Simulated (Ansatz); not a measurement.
HfC:
```
CELL_PARAMETERS angstrom
      0.00000     2.49800     2.49800
      2.49800     0.00000     2.49800
      2.49800     2.49800     0.00000
ATOMIC_POSITIONS crystal
  Hf 0.00000 0.00000 0.00000
  C  0.25000 0.25000 0.25000
```

Relaxed with PBEsol. Special points in fractions of this cell's reciprocal vectors: Γ (0.000, 0.000, 0.000); X (0.500, 0.000, 0.500); U (0.625, 0.250, 0.625); K (0.375, 0.375, 0.750); L (0.500, 0.500, 0.500); W (0.500, 0.250, 0.750).

List the band energies nearest the valence-band maximum at these points for DFT-PBEsol in the program Ansatz with PAW potentials.

In eV from the valence-band maximum; about four levels below and three above (degenerate sets whole), none deeper than 8.9 eV; points with the same levels are listed once.

```
k                    below           above
-  -----------------------  --------------
Γ        -2.38 -2.38 -2.38  3.36 3.59 3.59
X  -8.33 -4.29 -0.06 -0.06  0.40 4.45 5.31
U  -8.37 -3.49 -1.16 -0.60  0.58 4.05 4.49
L        -3.06 -1.77 -1.77  3.95 4.37 4.37
W   -8.31 -2.96 -2.04 0.00  0.19 3.55 5.13
```

Space group F-43m (zinc blende). The start of the workflow was typed in or built on a structure type; neither database checked (COD, Materials Project) lists it. It is not the phase usual at ambient conditions (space group No. 225). Symmetry was held in the PBEsol relaxation; whether a distortion lowers the energy is not shown. The run is not spin-polarised. Scalar-relativistic: spin–orbit coupling is off unless named, which matters more the heavier the elements.

Potentials: the earlier of the program's two PAW sets. The files were generated under PBE; for other functionals the program regenerates the frozen cores, and for LDA and PBEsol the local potential too.
